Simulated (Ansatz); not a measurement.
Here is an unrelaxed guess for Ca3C8.

```cif
data_structure
_symmetry_space_group_name_H-M 'P 1'
_symmetry_Int_Tables_number 1
_cell_length_a 4.9120
_cell_length_b 4.9120
_cell_length_c 3.5401
_cell_angle_alpha 90.000
_cell_angle_beta 90.000
_cell_angle_gamma 120.000
_cell_volume 73.97
loop_
_atom_site_label
_atom_site_type_symbol
_atom_site_fract_x
_atom_site_fract_y
_atom_site_fract_z
_atom_site_occupancy
Ca1 Ca 0.50000 0.00000 0.50000 1
Ca2 Ca 0.00000 0.50000 0.50000 1
Ca3 Ca 0.50000 0.50000 0.50000 1
C1 C 0.83333 0.66667 0.00000 1
C2 C 0.83333 0.16667 0.00000 1
C3 C 0.33333 0.66667 0.00000 1
C4 C 0.33333 0.16667 0.00000 1
C5 C 0.66667 0.83333 0.00000 1
C6 C 0.66667 0.33333 0.00000 1
C7 C 0.16667 0.83333 0.00000 1
C8 C 0.16667 0.33333 0.00000 1
```

Theory: DFT PBE, scalar-relativistic, plane waves, PAW in Ansatz. Settings: cutoff 420 eV, Γ-centred mesh 6×6×6 on the computed 11-atom cell, Gaussian smearing of 0.10 eV; no spin polarisation.

Energies over the elements count from the elements' standard structures at the same level, with no fitted energy shifts.

Task: How far from equilibrium is it?

Result: The pressure is 126.9 GPa (the mean over three directions, positive in compression), the largest force is 1.09 eV/Å, and the energy is +1.36 eV/atom against the elements. The shortest distance is 1.42 Å.

Task: Is it a good guess?

Result: A rough one: relaxing gains about 0.86 eV/atom (the start's value is from the coarse mesh, so the gain is rough) in 14 ionic steps and ends at +0.50 eV/atom on the finer mesh. The symmetry stays P6/mmm (No. 191). The volume per atom grows by 42.9 %, from 6.7 to 9.6 Å³. The shortest distance goes from 1.42 Å (C–C) to 1.52 Å (C–C). The ratio c/a of the conventional cell changes by a factor of 1.15. Conventional cell: a = 5.289 Å, c = 4.365 Å. Ca has 4 Ca at 2.64 Å and 12 C at 2.66 Å; C on a site of symmetry mm2 is surrounded by 3 C at 1.52–1.53 Å, 6 C at 2.64–2.65 Å and 4 Ca at 2.66 Å; C on a site of symmetry -6m2 is surrounded by 3 C at 1.53 Å, 6 C at 2.64 Å and 6 Ca at 2.66 Å.

The last run used a 12×12×10 mesh (in the run's order of axes) for its 11-atom cell and Gaussian smearing of 0.10 eV. The reference form of C is held partly by dispersion forces, which this level lacks. The relaxation can't lower the symmetry of the start, and the grade says only how near the guess is to its own end. Symmetry constrained the relaxation, so the result can be a saddle point.
